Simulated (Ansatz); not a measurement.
**Electric field gradients in InBRh2**

Theory: DFT PBE, scalar-relativistic, plane waves, PAW in Ansatz. Settings: 420 eV plane-wave cutoff, Γ-centred 18×18×8 mesh, Fermi-Dirac smearing of 0.15 eV. No spin polarisation.

Equilibrium structure at this level:
```
In B Rh
1.0
     3.20152    0.00000    0.00000
    -1.60076    2.77260    0.00000
     0.00000    0.00000    6.44133
In B Rh
1 1 2
Cartesian
  0.0000 0.0000 3.2207
  0.0000 0.0000 0.0000
  1.6008 0.9242 5.3548
  0.0000 1.8484 1.0865
```

The cell was built by swapping an element in a database structure (itself possibly hypothetical) and relaxing; it need not be the stable form of this composition. In a metal these results depend on the k mesh and the smearing. Spin–orbit coupling is left out, which matters for gradients at heavy nuclei.

Give V_zz (10²¹ V/m²) and the asymmetry η at each distinct site.

## Answers

```json
{"atom": "In (atom 1)", "V_zz": "-14.11", "η": "0.00"}
{"atom": "B (atom 2)", "V_zz": "0.456", "η": "0.00"}
{"atom": "Rh (atom 3)", "V_zz": "0.172", "η": "0.00"}
```

Cost: 1 run of about 0.46 core-minutes, on Intel Xeon Platinum 8259CL (Skylake/Cascade Lake) (shared hosts).